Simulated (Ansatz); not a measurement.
## O-17 NMR of the central transition in K₂Se₂O₇

Cell: a Materials Project structure (computed, not necessarily an observed phase), atoms as given.

Space group C2/c (No. 15); a = 12.8292, b = 7.5414, c = 7.4904 Å, β = 93.41°.

```csv
site,Wyckoff,site symmetry,x,y,z
K,8f,1,0.6463,0.1473,0.3648
Se,8f,1,0.6060,0.6792,0.3711
O9,8f,1,0.5547,0.7995,0.5239
O13,8f,1,0.6618,0.8029,0.2260
O17,8f,1,0.1755,0.0115,0.4432
O21,4e,2,0.5000,0.5648,0.2500
```

One atom of each set is listed; the run and its k-mesh use a cell of 22 atoms with edges of 7.44, 7.44, 7.49 Å.

Method: Kohn–Sham DFT in Ansatz, LDA, plane waves and PAW, scalar-relativistic, 420 eV cutoff, Γ-centred 4×4×3 k-points, Fermi–Dirac smearing 0.02 eV.

O-17 has I = 5/2 and Q = -25.58 mb (Pyykkö 2018); at 28.2 T its Larmor frequency is ν₀ = 162.8 MHz. Only the quadrupole interaction is simulated: positions count from each site's isotropic chemical shift, and J coupling is left out, as are shift anisotropy and dipolar coupling, which fast spinning averages.

(1) What does the O-17 spectrum (fast magic-angle spinning) show for each site?

Results:

(1) 

```tsv
site	first shell	C_Q (MHz)	η	P_Q (MHz)	δ_QIS (ppm)	breadth (kHz)
O9	1 Se at 1.63 Å; also 3 K at 2.78–3.14 Å	-10.6	0.15	10.7	-25.8	9.38
O13	1 Se at 1.63 Å; also 3 K at 2.73–2.85 Å	-10.5	0.11	10.5	-25.2	9.08
O17	1 Se at 1.62 Å; also 2 K at 2.83–2.89 Å	-10.8	0.18	10.8	-26.6	9.73
O21	2 Se at 1.81 Å, angle 123°	-9.67	0.89	10.9	-26.7	9.73
```

δ_QIS = −(ν_Q²/30ν₀²)[I(I+1) − 3/4](1 + η²/3) × 10⁶ ppm with ν_Q = 3|C_Q|/[2I(2I−1)]; it falls as 1/B₀² in ppm, and the breadth as 1/B₀ in kHz.

At O9, O13 and O17 V_zz points along its bond to Se (within 3°) in each case.

The run took 42 s of wall time (83 s of CPU time) and 1 GiB at its peak, on 2 threads of Arm Neoverse V1 (aarch64; 8 cores open to the job, memory cap 5.0 GiB, no GPU), a shared host with a load of 0.8 a core.
